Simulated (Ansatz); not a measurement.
The elements of this relaxed trial crystal are hidden behind letters.

```
lattice vectors (Å)
  -2.8261    2.8261    6.5119
   2.8261   -2.8261    6.5119
   2.8261    2.8261   -6.5119
fractional positions
X 0.5000 0.5000 0.0000
Z 0.6224 0.8770 0.7455
Z 0.1315 0.8770 0.2545
Z 0.1230 0.8685 0.7455
Z 0.1230 0.3776 0.2545
Q 0.0000 0.0000 0.0000
Q 0.2500 0.7500 0.5000
```

The calculation used DFT PBE, scalar-relativistic, plane waves, PAW (Ansatz). Plane waves to 420 eV, a 10×10×10 mesh through Γ for the 7-atom cell and 0.10 eV Gaussian smearing; no spin polarisation.

```
Space group                                 : I-4m2 (No. 119)
Conventional cell                           : a = 5.652 Å, c = 13.024 Å
Volume per atom                             : 29.72 Å³
Density                                     : 4.40 g/cm³
Energy over the elements                    : −0.06 eV/atom
Gap on the 10×10×10 mesh of the 7-atom cell : 0 eV (the bands overlap slightly)
```

Energies are uncorrected and count from the elements' standard states at the same level.

**Question.** X is an s-block element of period 5, Z is a d-block element of period 5 and Q is a p-block element of period 2. Which elements are they?

**Answer.** X = Sr, Z = Ag, Q = O, so the formula is SrAg4O2. Density times volume gives a mean mass of 4.40 × 29.72/1.6605 = 78.8 u per atom, and this set has 78.7 u. Sr is surrounded by 8 Ag at 3.53 Å, 4 O at 4.00 Å and 4 O at 4.31 Å; Ag is surrounded by 2 O at 2.15–2.16 Å, 2 Ag at 2.77–2.88 Å and 2 Sr at 3.53 Å; around O on its first site lie 4 Ag at 2.15 Å and 4 Sr at 4.00 Å; 1 more site not described. Other sets within the hints have nearly the same mass, so mass alone doesn't settle it; this one was computed.

The zero gap may come from the functional, which often closes small gaps, or the cell may be a true semimetal. A structure relaxed within its symmetry needn't be a true minimum.
